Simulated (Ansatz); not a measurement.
# Contact densities of BePd against volume

```yaml
crystal:
  lattice:
    - [2.81300, 0.00000, 0.00000]
    - [0.00000, 2.81300, 0.00000]
    - [0.00000, 0.00000, 2.81300]
  atoms:
    - { symbol: Be, position: [0.00000, 0.00000, 0.00000] }
    - { symbol: Pd, position: [0.50000, 0.50000, 0.50000] }
```

Atom numbers follow the list: Be1, Pd2.

Conventional cell: a = 2.813 Å, b = 2.813 Å, c = 2.813 Å, α = 90.00°, β = 90.00°, γ = 90.00°. Around Be (atom 1) lie 8 Pd at 2.44 Å. Pd (atom 2) is surrounded by 8 Be at 2.44 Å.

The geometry is COD entry 9008808, unchecked; take it as a test cell.

Spin polarisation is left out, and whether a magnetic state lies lower isn't shown here.

Computed with Ansatz 0.2.0, DFT, LDA, all-electron PAW with datasets made for the crystal, scalar-relativistic.

Numerical set-up: a Γ-centred 12×12×12 k mesh, Fermi–Dirac smearing of 0.08 eV, cutoff 280 eV (chosen by the program for this cell), no spin polarisation.

The contact density is the mean electron density over the nuclear volume; its changes follow the s electrons' response to bonding and compression. Changes below are taken from the unscaled cell, where it is 232.474 e/Å³ at Be1, 862101 e/Å³ at Pd2.

Volumes at which the program chose other datasets or cutoffs are left out.

```csv
V/V(cell),P (GPa),Δρ(0) Be1 (e/Å³),Δρ(0) Pd2 (e/Å³)
0.9400,4.0,0.07,?
0.9600,-0.5,0.04,?
0.9800,-4.4,0.02,1.70
0.9900,-6.3,0.01,?
1.0000,-8.0,0.00,0.00
```

(1) Fill in "Δρ(0) Pd2 (e/Å³)" for the row "0.9900".

(2) What belongs in the row "0.9400", column "Δρ(0) Pd2 (e/Å³)"?

(3) What belongs in the row "0.9600", column "Δρ(0) Pd2 (e/Å³)"?

The datasets are made afresh for each cell, so very small changes are uncertain.

Answers

(1) 0.84.

(2) 5.27.

(3) 3.45.
